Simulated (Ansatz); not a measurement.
Values for one crystal, relaxed and computed with r²SCAN (plane waves, PAW; program Ansatz); other levels are named.

| Property | Result |
|---|---|
| Volume per atom | 25.63 Å³ |
| Electronic character | metallic (no gap) |
| Density of states at the Fermi level | 0.72 states/eV per atom (mean over ±0.08 eV) |
| Formation energy from the elements (no fitted shifts) | -0.85 eV/atom |

**Question.** Which of these materials gives this?
(A) LaPd, Cmcm (La on 4c, Pd on 4c)
(B) BaSn, Cmcm (Ba on 4c, Sn on 4c)
(C) LiIn, Fd-3m (Li on 8a, In on 8b)
(D) LaPt5, P6/mmm (La on 1a, Pt on 2c, Pt on 3g)

**Answer.** A, LaPd, Cmcm (La on 4c, Pd on 4c)

The workflow started from a Materials Project entry (that database holds measured and hypothetical structures alike); the Crystallography Open Database copy checked does not list it. Whether it is the stable phase at ambient conditions was not checked. The r²SCAN relaxation kept the symmetry of its start; its stability against distortions is not shown here. The run is not spin-polarised. The references are the lowest solids computed at this level, not always the standard phases. Scalar-relativistic: spin–orbit coupling is off unless named, which matters more the heavier the elements.

Potentials: the later of the program's two PAW sets.
